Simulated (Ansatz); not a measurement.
BN (zinc blende)

```xyz
2
Lattice="0.0000 1.8044 1.8044 1.8044 0.0000 1.8044 1.8044 1.8044 0.0000" Properties=species:S:1:pos:R:3 pbc="T T T"
N      2.7066     2.7066     2.7066
B      0.0000     0.0000     0.0000
```

All values below come from r2SCAN (plane waves to 500 eV, PAW, scalar-relativistic; Ansatz, an electronic-structure program). Harmonic phonons by density-functional perturbation theory on a 12×12×12 k mesh, in cm⁻¹; i marks imaginary ones, q is in fractions of the reciprocal vectors of the cell shown, and the three acoustic modes at Γ are left out. The non-analytic (LO-TO) term is not included, so polar modes at Γ have their transverse values. BN was relaxed with its symmetry unable to fall. The PAW data are Ansatz's earlier set.

Does any mode at Γ, L = (0.5, 0.0, 0.0), X = (0.5, 0.5, 0.0) come out imaginary?

No imaginary mode at these points (lowest 498 cm⁻¹ at L = (0.5, 0.0, 0.0)); other wave vectors were not tested.

List the wavenumbers at Γ, L = (0.5, 0.0, 0.0), X = (0.5, 0.5, 0.0), with degeneracies.


```tsv
q	wavenumbers (cm⁻¹)
Γ	1042 (×3)
L = (0.5, 0.0, 0.0)	498 (×2), 977, 978 (×2), 1158
X = (0.5, 0.5, 0.0)	718 (×2), 895 (×2), 1025, 1169
```
